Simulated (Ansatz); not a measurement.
Tl (hcp)

Level of theory: DFT, HSE06, scalar-relativistic, no spin polarisation; plane waves to 420 eV with PAW datasets (Ansatz 0.2.0), Γ-centred 8×8×4 mesh, 0.05 eV Gaussian smearing. The datasets are Ansatz's generated set soft_2.

```yaml
crystal:
  lattice:
    - [3.38448, 0.00000, 0.00000]
    - [-1.69224, 2.93104, 0.00000]
    - [0.00000, 0.00000, 6.19364]
  atoms:
    - { symbol: Tl, position: [0.33333, 0.66667, 0.75000] }
    - { symbol: Tl, position: [0.66667, 0.33333, 0.25000] }
```

The database's entry of this formula in the relaxed cell's space group, P6_3/mmc, has axes of 3.456 × 3.456 × 5.525 Å and 28.57 Å³/atom (1963), the relaxed one 3.384 × 3.384 × 6.194 Å and 30.72.

The volume is at zero pressure for this level.

Path: Γ–M–K–Γ–A–L–H–A | L–M | H–K, with Γ = (0.000, 0.000, 0.000), M = (0.500, 0.000, 0.000), K = (0.333, 0.333, 0.000), A = (0.000, 0.000, 0.500), L = (0.500, 0.000, 0.500), H = (0.333, 0.333, 0.500) in reciprocal vectors of the calculation's cell.

Levels between -3 and 5 eV from the Fermi level at the path's named points:
```tsv
point	below E_F (eV)	above E_F (eV)
Γ		
M	-1.42 -0.33	1.60 3.78
K	-0.83	1.32 1.32 2.33 3.50 3.50
A		1.68 1.68
L	-2.27 -2.27	
H	-0.41 -0.41	0.38 0.38
```

Problem. By these bands, is it a metal or an insulator, and if it has a gap, where are the band edges on this path?

Solution. A metal: bands cross the Fermi level.

These numbers lack spin–orbit coupling. For a metal under a hybrid functional this mesh is coarse.
